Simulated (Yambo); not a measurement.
G0W0@PBEsol for CdCl2 (space group R-3m, No. 166) in Yambo. Reference settings: 4×4×4 Γ-centred k mesh, bands 5 to 147 and a 8 Ry block in the screening, 147 bands in G with the Bruneval-Gonze terminator, plasmon pole fitted at 27.2 eV. The PBEsol gap F → Γ on this mesh is 3.44 eV; G0W0 gaps are taken between the same points.

Gap (F → Γ) in eV against the number of bands and the screening block, terminator on:

| bands (W and G) | 2 Ry | 3 Ry | 5 Ry | 6 Ry | 8 Ry |
|---|---|---|---|---|---|
| 35 | 5.952 | 5.944 | 5.983 | 5.992 | 6.016 |
| 56 | 5.712 | 5.714 | 5.806 | 5.819 | 5.858 |
| 81 | 5.611 | 5.605 | 5.713 | 5.729 | 5.777 |
| 113 | 5.557 | 5.546 | 5.657 | 5.677 | 5.733 |
| 147 | 5.533 | 5.521 | 5.631 | 5.651 | 5.715 |

Rough cost of the Yambo step against the reference (shared machines):

```json
[
 {"bands (W and G)": "35", "2 Ry": "1/5", "3 Ry": "1/5", "5 Ry": "1/5", "6 Ry": "1/5", "8 Ry": "1/5"},
 {"bands (W and G)": "56", "2 Ry": "1/3", "3 Ry": "1/3", "5 Ry": "1/3", "6 Ry": "1/4", "8 Ry": "1/3"},
 {"bands (W and G)": "81", "2 Ry": "1/3", "3 Ry": "1/2", "5 Ry": "1/2", "6 Ry": "1/2", "8 Ry": "1/2"},
 {"bands (W and G)": "113", "2 Ry": "~1", "3 Ry": "~1", "5 Ry": "~1", "6 Ry": "~1", "8 Ry": "~1"},
 {"bands (W and G)": "147", "2 Ry": "~1", "3 Ry": "~1", "5 Ry": "~1", "6 Ry": "~1", "8 Ry": "1"}
]
```

At the largest block the last step in bands moves the gap by -0.018 eV; at the most bands the last step in the block moves it by 0.064 eV.

Spin-orbit splittings are left out.

Geometry of the Materials Project entry, not relaxed at this level; primitive cell a = 6.499 Å, b = 6.499 Å, c = 6.499 Å, α = 34.52°, β = 34.52°, γ = 34.52°.

The distance between layers or molecules is the database entry's, not relaxed here. Functionals without dispersion can leave it too large, which widens gaps and weakens the response across layers: the numbers belong to this cell.
